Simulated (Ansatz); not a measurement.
An Ansatz input and the part of its output that reports the observables at the nuclei.

The start is a structure deposited in the COD.

```yaml
crystal:
  lattice:
    - [4.7158, 0.0, 0.0]
    - [-2.3579, 4.0840025992, 0.0]
    - [0.0, 0.0, 11.917]
  atoms:
    - { symbol: Si, position: [0.0, 0.0, 0.0] }
    - { symbol: Si, position: [0.0, 0.0, 0.5] }
    - { symbol: P, position: [0.6666666667, 0.3333333333, 0.394] }
    - { symbol: P, position: [0.3333333333, 0.6666666667, 0.894] }
    - { symbol: P, position: [0.6666666667, 0.3333333333, 0.133] }
    - { symbol: P, position: [0.3333333333, 0.6666666667, 0.633] }
    - { symbol: O, position: [0.859, 0.178, 0.1] }
    - { symbol: O, position: [0.681, 0.859, 0.6] }
    - { symbol: O, position: [0.822, 0.681, 0.1] }
    - { symbol: O, position: [0.141, 0.822, 0.6] }
    - { symbol: O, position: [0.319, 0.141, 0.1] }
    - { symbol: O, position: [0.178, 0.319, 0.6] }
    - { symbol: O, position: [0.6666666667, 0.3333333333, 0.261] }
    - { symbol: O, position: [0.3333333333, 0.6666666667, 0.761] }
    - { symbol: O, position: [0.93, 0.261, 0.422] }
    - { symbol: O, position: [0.669, 0.93, 0.922] }
    - { symbol: O, position: [0.739, 0.669, 0.422] }
    - { symbol: O, position: [0.07, 0.739, 0.922] }
    - { symbol: O, position: [0.331, 0.07, 0.422] }
    - { symbol: O, position: [0.261, 0.331, 0.922] }
kpoints:
  mp_grid: { grid: [5, 5, 2] }
scf:
  occupations: { method: fermi_dirac, width: 0.02 }
hamiltonian:
  xc: pbe
  pseudopotentials: { kind: paw }
output:
  forces: true
  stress: true
  populations: true
  efg: { quadrupole_moments_barn: { O: -0.02558 }, contact_densities: true }
  write_density: true
  write_potential: true
  elf: true
  volumetric_format: npy
relax:
  f_tol: 0.02
  max_steps: 60
```

```sh
ansatz run input.yaml --threads 1 --pin off --max-ram 3072MiB --backend cpu --events-out ev --progress --plain --runs-dir out
```

The run relaxes the ions first, and the block belongs to the relaxed positions.

Of the output, the block on the nuclei alone is shown; the set-up, the SCF iterations, energies, forces and stress are cut. One atom of each set with nearly equal values is shown.

```
--- PAW observables at the nuclei: V_zz in 10²¹ V/m², potentials from the cell's mean, atoms counted from 1 ---
  atom   1  Si V_zz =    +0.229302   η = 0.0000   by run symmetry: allowed
            electrostatic potential = -1353.950708 V   contact ρ = 12798.314780 e/Å³
  atom   3  P  V_zz =    +4.111657   η = 0.0000   by run symmetry: allowed
            electrostatic potential = -1487.803848 V   contact ρ = 16006.134954 e/Å³
  atom   7  O  V_zz =   +12.105787   η = 0.3041   by run symmetry: allowed   C_q = -7.4877 MHz
            electrostatic potential = -620.017416 V   contact ρ = 2154.912179 e/Å³
  atom  13  O  V_zz =   +15.910795   η = 0.0000   by run symmetry: allowed   C_q = -9.8412 MHz
            electrostatic potential = -618.935791 V   contact ρ = 2152.044943 e/Å³
```

The relaxation (7 steps) took 96 s of wall time (96 s of CPU time) and 0.52 GiB at its peak, on 1 thread of Arm Neoverse V2 (aarch64; 8 cores open to the job, memory cap 3.0 GiB, no GPU), a shared host with a load of 0.6 a core.

At this cell the PBE pressure is 5 GPa (principal stresses up to 8 GPa in size), so with PBE the cell would grow if it were relaxed.
